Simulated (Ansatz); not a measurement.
## ZnPtC6N6 — N-14 nuclear quadrupole resonance

Cell: a structure deposited in the COD, its atoms then relaxed with PBE in this cell.

Space group Fm-3m (No. 225); a = 10.5104 Å.

```
site  Wyckoff  site symmetry       x       y       z
  Zn       4b           m-3m  0.5000  0.5000  0.5000
  Pt       4a           m-3m  0.0000  0.0000  0.0000
   C      24e           4m.m  0.5000  0.5000  0.1903
   N      24e           4m.m  0.5000  0.5000  0.3003
```

One atom of each set is listed; the run and its k-mesh use a cell of 14 atoms with edges of 7.43, 7.43, 7.43 Å.

Computed with Ansatz: DFT, PBE, plane waves and PAW, scalar-relativistic, 420 eV cutoff, Γ-centred 6×6×6 k-points, Fermi–Dirac smearing 0.05 eV.

N-14: I = 1, Q = 20.44 mb (year-2017 value). Static lattice, zero field.

Q: Predict the zero-field N-14 lines of each site.

A: For I = 1 the lines are ν± = (3/4)|C_Q|(1 ± η/3) and ν₀ = |C_Q|η/2.

```
site  atoms  V_zz (10²¹ V/m²)  C_Q (MHz)     η  line frequencies (MHz)
   N      6             -5.83      -2.88  0.00                    2.16
```

An axis of threefold or higher order runs through N, so V_zz lies along it and η is zero.

The database entry as given showed forces above 3 eV/Å or a pressure above 30 GPa, though relaxing it moves no atom far.
